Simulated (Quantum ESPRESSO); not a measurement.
# Moving one atom in AlNGe6

Calculated results; nothing here was measured. They come from pw.x of Quantum ESPRESSO 7.5, a plane-wave density functional program, with PseudoDojo standard norm-conserving files (v0.5 for PBE, v0.4.1 for LDA and PBEsol). The cells are made up: elements, strain and atom displacements were drawn at random, and nothing was relaxed. There is no spin polarisation, spin-orbit coupling or dispersion term.

The cell has 8 sites of a zincblende or diamond lattice. Sites 1 to 4 hold Al N Ge Ge; sites 5 to 8 hold Ge Ge Ge Ge. Cell vectors in Å: (5.730, -0.034, -0.050); (-0.034, 5.699, -0.014); (-0.050, -0.014, 5.788). Settings: PBE, cutoff 1143 eV, 6 x 6 x 6 k mesh shifted by half a step, Fermi-Dirac smearing of 0.1 eV.

Each run shifts the Ge atom on site 8 along x and leaves all else fixed. Site 4 is one of its nearest neighbours. E is the free energy of the cell above the lowest run shown.

```
run  shift (Å)  Fx on site 8 (eV/Å)  Fx on site 4 (eV/Å)  P (GPa)  E (meV)
  1    -0.1475                2.124               -0.685    -2.37    323.2
  2    -0.1059                1.840               -0.537    -2.52    240.8
  3    -0.0884                1.718               -0.477    -2.58    209.6
  5     0.0866                0.487                0.086    -2.98     16.5
  6     0.1438                0.092                0.247    -3.04      0.0
  7     0.1784               -0.141                0.338    -3.06      0.9
  4     0.0438                    ?                    ?        ?        ?
```

A rerun of one of these cells at 1437 eV and k mesh 8 x 8 x 8 moved values by no more than 0.004 eV in the cell's energy, 0.02 GPa in stress and 0.006 eV/Å in force.

## Worked fit

A parabola through the six runs shown gives Fx on site 8 = 1.094 - 6.98 u + 0.2 u² eV/Å, with u in Å and a scatter of 0.006 eV/Å. Minus the slope, 6.98 ± 0.09 eV/Å², is this atom's force constant along x at u = 0, with its periodic images moving too. The fitted force vanishes at u = 0.157 Å, where the energy should be lowest along this line. The error is the larger of the fit's own and the change that a cubic makes, rounded up.

## Withheld run

Question: what Fx on site 8 should run 4 give?

The fit gives 0.789 eV/Å. The calculation gave 0.788 eV/Å.

| run | shift (Å) | Fx on site 8 (eV/Å) | Fx on site 4 (eV/Å) | P (GPa) | E (meV) |
| --- | --- | --- | --- | --- | --- |
| 4 | 0.0438 | 0.788 | -0.044 | -2.92 | 43.8 |